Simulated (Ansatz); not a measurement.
CoMo (rock salt, space group No. 225) at seven volumes, PBE (plane waves, PAW; program Ansatz), scaled uniformly. One row is withheld.

```json
[
 {"V (Å³/atom)": "13.043", "P (GPa)": "24.39"},
 {"V (Å³/atom)": "13.473", "P (GPa)": "14.91"},
 {"V (Å³/atom)": "13.903", "P (GPa)": "?"},
 {"V (Å³/atom)": "14.333", "P (GPa)": "-0.01"},
 {"V (Å³/atom)": "14.763", "P (GPa)": "-5.83"},
 {"V (Å³/atom)": "15.193", "P (GPa)": "-10.77"},
 {"V (Å³/atom)": "15.623", "P (GPa)": "-14.96"}
]
```

### Question
Fit the shown pressures and predict the withheld one.

### Answer
P = (3/2)B₀(x^(7/2) − x^(5/2))[1 + (3/4)(B′ − 4)(x − 1)] with x = (V₀/V)^(2/3). Least squares on the six rows gives V₀ = 14.332 Å³/atom, B₀ = 210 GPa, B′ = 4.42. At V = 13.903, x = 1.0205 and P = 6.83 GPa. The run itself gave 6.85 GPa.

Space group Fm-3m (rock salt). The start of the workflow was typed in or built on a structure type; neither database checked (COD, Materials Project) lists it. Its standing as an ambient phase is unchecked. The cell was relaxed with PBE under the symmetry of its start; its stability against distortions is not shown here. The workflow began spin-polarised and lost its moments. Its formation energy is positive at this level, so the cell may be metastable or incomplete.

Potentials: the earlier of the program's two PAW sets.
